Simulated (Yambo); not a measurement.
```
CELL_PARAMETERS angstrom
      6.65778     0.00000     0.00000
      0.00000     3.76076     0.00000
     -2.49033     0.00000     6.87586
ATOMIC_POSITIONS crystal
  O  0.36213 0.25000 0.76026
  O  0.63787 0.75000 0.23974
  O  0.79068 0.25000 0.94522
  O  0.20932 0.75000 0.05478
  O  0.41068 0.25000 0.37250
  O  0.58932 0.75000 0.62750
  F  0.86410 0.25000 0.59966
  F  0.13590 0.75000 0.40034
  Na 0.91127 0.25000 0.29510
  Na 0.08873 0.75000 0.70490
  Mo 0.60311 0.25000 0.71398
  Mo 0.39689 0.75000 0.28602
```

Response from Yambo on PBEsol (pw.x of Quantum ESPRESSO, ONCV potentials, scalar-relativistic) bands: 4×4×2 mesh, 148 bands, 3 Ry local-field block, 0.2 eV broadening.

Give the static electronic dielectric constant without and with local fields along each axis.


```tsv
field along	ε(0), independent particles	ε(0), RPA with local fields	refractive index √ε
x	4.74	2.71	1.65
y	4.41	4.28	2.07
z	4.30	2.91	1.71
```
Electronic (clamped-ion) response only. PBEsol gaps are usually too small, which raises these values. Convergence of the RPA response with its 4×4×2 mesh was not tested. x, y and z are Cartesian axes of the cell as given.

Spin-orbit coupling is not included.

Geometry of the Materials Project entry, not relaxed at this level.

The structure is a Materials Project entry; no match was found in the copy of COD used, and its stability was not checked.
